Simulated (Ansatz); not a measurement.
A generated cell, not matched to a known phase here, of SrTe₃Ru: Pm-3m (No. 221), cP5; a = 5.248 Å, b = 5.248 Å, c = 5.248 Å, α = 90.00°, β = 90.00°, γ = 90.00°; Sr 1b (0.500, 0.500, 0.500); Ru 1a (0.000, 0.000, 0.000); Te 3d (0.000, 0.000, 0.500). These are PBEsol (plane waves to 420 eV, PAW, scalar-relativistic; Ansatz, a quantum-chemistry and plane-wave program) values and carry that method's errors. Element references, the lowest calculated here: Ru (P6₃/mmc), Te (P3₁21), Sr (Fm-3m).

### Question
Give the formation energy of this Pm-3m form of SrTe3Ru from the elements at the level PBEsol.

### Answer
-0.25 eV/atom.

### Question
How does this cell stand against the other phases calculated?

### Answer
It lies 0.66 eV/atom above their hull: SrTe3Ru → Te2Ru + SrTe (Te2Ru Pa-3, SrTe Fm-3m) releases that much. A lower structure of this composition may exist.

This is the hull of the energies calculated here, no anion corrections; phases that were not calculated are missing from it. Values are rounded to 0.01 eV/atom. Not shown to be the ambient phase of their composition (a lower form may be missing, and a cell relaxed within its start's symmetry can be a saddle point): SrTe3Ru (Pm-3m). Spin-orbit coupling is missing from these energies, which matters for elements this heavy. The compounds carry no spin polarisation. A magnetic state may lie lower.
